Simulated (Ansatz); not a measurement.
**MgBe2Te3 (Cm) at 3 levels of theory**

One geometry, relaxed with PBE; plane waves with PAW potentials in Ansatz, scalar-relativistic. No spin polarisation. Gaps are the least over mesh and band path; pressure is positive in compression.

```
Mg Be Te
1.0
     9.74342   -2.05334    0.00000
     9.74342    2.05334    0.00000
    -1.65262    0.00000    7.86120
Mg Be Te
2 4 6
Direct
  0.92040 0.92040 0.87892
  0.91993 0.91993 0.33498
  0.24235 0.24235 0.51783
  0.24616 0.24616 0.01785
  0.60676 0.60676 0.19812
  0.58830 0.58830 0.69123
  0.31546 0.31546 0.30802
  0.31653 0.31653 0.79926
  0.48435 0.48435 0.13863
  0.01537 0.01537 0.65466
  0.66781 0.66781 0.48584
  0.66990 0.66990 0.97466
```

| level | cutoff (eV) | k mesh | gap (eV) | pressure (GPa) |
| --- | --- | --- | --- | --- |
| PBE | 420 | 8×8×4 | 1.04 | 0.0 |

Question: What comes out on the same cell with r2SCAN, LDA?

Answer:
| level | cutoff (eV) | k mesh | gap (eV) | pressure (GPa) |
| --- | --- | --- | --- | --- |
| r2SCAN | 500 | 8×8×4 | 1.36 | -0.4 |
| LDA | 420 | 8×8×4 | 0.94 | -2.9 |

Spin-orbit coupling matters for the bands of heavy elements and is left out.

The cell was found from a structure generator's guess, not taken from experiment.
